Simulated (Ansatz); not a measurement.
Ta (bcc): a workflow

Computed with Ansatz (plane waves, PAW, 420 eV cutoff): HSE06, scalar-relativistic, no spin polarisation, 10×10×10 k-mesh, Gaussian smearing of 0.05 eV. The datasets are Ansatz's generated set soft_2.

Starting cell:

```
Ta
1.0
    -1.65500    1.65500    1.65500
     1.65500   -1.65500    1.65500
     1.65500    1.65500   -1.65500
Ta
1
Direct
  0.00000 0.00000 0.00000
```

The runs in order:

```csv
run,level,k-mesh,kind,V (Å³/atom),P (GPa),E − E(final) (meV/atom),gap on the mesh (eV)
1,PBE,8×8×8,fixed cell,18.13,-0.5,–,metal
2,PBE,8×8×8,fixed cell,18.06,0.4,–,metal
3,HSE06,10×10×10,fixed cell,18.06,1.3,0.4,metal
4,HSE06,10×10×10,fixed cell,18.22,-0.7,0.1,metal
5,HSE06,10×10×10,fixed cell,18.17,0.0,0.0,metal
```

The volume is at zero pressure for this level.

The final structure (symmetry read at 0.01 Å). It takes space group Im-3m (No. 229, cubic). Conventional cell: a = 3.312 Å, b = 3.312 Å, c = 3.312 Å, α = 90.00°, β = 90.00°, γ = 90.00°. Ta (site symmetry m-3m) has 8 Ta at 2.87 Å as nearest neighbours. (Neighbours are counted to 15 % beyond the shortest distance.)

At the final geometry the gap, band path included, is zero (metallic). The runs in the table took roughly 2.2 core-minutes.

**What lies behind the numbers.**

The calculation's cell holds 13 valence electrons, an odd number. Without magnetic order each band takes two, so one stays part-filled and the crystal must be a metal. (Only strong correlation, outside this picture, could make a Mott insulator of it.)

For elements this heavy, spin–orbit coupling would shift levels and gaps; it isn't included here. Pressures of hybrids are less tightly converged. For a metal under a hybrid functional this mesh is coarse.
